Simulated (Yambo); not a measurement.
Bethe-Salpeter results for VCu$_{3}$S$_{4}$

```xyz
8
Lattice="5.3699 0.0000 0.0000 0.0000 5.3699 0.0000 0.0000 0.0000 5.3699" Properties=species:S:1:pos:R:3 pbc="T T T"
S      4.0968     1.2731     4.0968
S      1.2731     1.2731     1.2731
S      1.2731     4.0968     4.0968
S      4.0968     4.0968     1.2731
V      0.0000     0.0000     0.0000
Cu     0.0000     2.6849     0.0000
Cu     2.6849     0.0000     0.0000
Cu     0.0000     0.0000     2.6849
```

The geometry is that of Materials Project entry mp-3762, symmetrised and not relaxed again.

BSE in Yambo on norm-conserving PBEsol (Quantum ESPRESSO, 92 Ry, without SOC) bands: 4×4×4 mesh, 24 valence and 9 conduction bands, static screening with 102 bands and a 3 Ry block, scissor 1.28 eV, Tamm-Dancoff; field along x.

```json
[
 {"state": "1", "energy (eV)": "2.32", "states within 2 meV": "3", "relative strength": "< 0.01", "class": "dark", "main transitions": "VB → CB (80 %)"},
 {"state": "2", "energy (eV)": "2.44", "states within 2 meV": "1", "relative strength": "< 0.01", "class": "dark", "main transitions": "VB → CB (96 %)"},
 {"state": "3", "energy (eV)": "2.44", "states within 2 meV": "2", "relative strength": "< 0.01", "class": "dark", "main transitions": "VB → CB (98 %)"},
 {"state": "4", "energy (eV)": "2.50", "states within 2 meV": "3", "relative strength": "< 0.01", "class": "dark", "main transitions": "VB → CB (95 %)"},
 {"state": "5", "energy (eV)": "2.51", "states within 2 meV": "3", "relative strength": "< 0.01", "class": "dark", "main transitions": "several band pairs"},
 {"state": "6", "energy (eV)": "2.54", "states within 2 meV": "3", "relative strength": "< 0.01", "class": "weak", "main transitions": "several band pairs"}
]
```

These are vertical excitations (zero momentum); the indirect quasiparticle gap, about 2.17 eV, is smaller than the direct one (2.71 eV on the GW mesh). The direct quasiparticle gap on this mesh is 2.66 eV; counted from there, state 1 is bound by 0.34 eV. On a 2×2×2 mesh the same difference is 0.54 eV, so it isn't converged.

Spin singlets only. Strengths are relative to the strongest of the lowest states of this run; strong means a line over 3 % of the spectrum's maximum, dark under 0.03 %. Absolute energies carry the error of the G0W0 scissor, whose convergence isn't established.

The 3d shell has no Hubbard U; the runs are without spin polarisation, and magnetic order was not tried.
